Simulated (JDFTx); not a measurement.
Input for JDFTx (a modified build) (ethylene carbonate, C3H4O3 (SMILES O=C1OCCO1), charge 0, multiplicity 1; bohr and hartree).

```
lattice \
  22.6767134955 0.0000000000 0.0000000000 \
  0.0000000000 19.8421243086 0.0000000000 \
  0.0000000000 0.0000000000 18.8972612463
coords-type Cartesian
ion O -3.5791625123 -0.0000222973 0.0000157454 0
ion C -1.3418840497 -0.0000152138 -0.0000118809 0
ion O 0.0981547249 2.0939227773 0.0044642690 0
ion C 2.6928652436 1.4574548034 -0.0003023470 0
ion C 2.6928672760 -1.4574608098 0.0003049352 0
ion O 0.0981869969 -2.0939485594 -0.0044905973 0
ion H 3.5791300149 2.2598746270 1.6844213297 0
ion H 3.5724668855 2.2587678905 -1.6891973171 0
ion H 3.5791625123 -2.2598746270 -1.6844099399 0
ion H 3.5724890534 -2.2587636361 1.6891973171 0
ion-species pseudo/o_pbe_v1.2.upf
ion-species pseudo/c_pbe_v1.2.upf
ion-species pseudo/h_pbe_v1.4.upf
core-overlap-check none
elec-cutoff 20 100
elec-ex-corr gga-PBE
symmetries none
coulomb-interaction Isolated
coulomb-truncation-embed 0 0 0
elec-n-bands 20
converge-empty-states yes
electronic-scf nIterations 100 energyDiffThreshold 1e-08
dump-name s0.$VAR
dump End State Ecomponents EigStats BandEigs Forces ElecDensity IonicPositions
```

The main set-up lines of the log and the final energy components:

```
unit cell volume = 8502.9
Chosen fftbox size, S = [  108  96  90  ]
unit cell volume = 8502.9
Chosen fftbox size, S = [  96  80  80  ]
  'O' pseudopotential, 'SLA  PW   PBE  PBE' functional
  6 valence electrons, 2 orbitals, 5 projectors, 737 radial grid points, with lMax = 2
  'C' pseudopotential, 'SLA  PW   PBE  PBE' functional
  4 valence electrons, 2 orbitals, 4 projectors, 721 radial grid points, with lMax = 1
  'H' pseudopotential, 'SLA  PW   PBX  PBC' functional
  1 valence electrons, 1 orbitals, 2 projectors, 615 radial grid points, with lMax = 0
Initialized 3 species with 10 total atoms.
Folded 1 k-points by 1x1x1 to 1 k-points.
nElectrons:  34.000000   nBands: 20   nStates: 1
average nbasis = 36301.000 , ideal nbasis = 36325.043
unit cell volume = 68023.2
Chosen fftbox size, S = [  216  192  180  ]
[...]
# Energy components:
   Eewald =      133.7443570361374441
       EH =      188.2853474859021219
     Eloc =     -415.4752365857142422
      Enl =        9.1300207406192602
      Exc =      -17.8265144807913281
 Exc_core =        0.2961717651347448
       KE =       34.1372699024210249
-------------------------------------
     Etot =      -67.7085841362910088


	eMin: -1.084155 at state 0 ( [ +0.000000 +0.000000 +0.000000 ] spin 0 )
	HOMO: -0.257306 at state 0 ( [ +0.000000 +0.000000 +0.000000 ] spin 0 )
```

The run took 19 electronic cycles; the highest occupied level lies at -7.00 eV from the vacuum level.
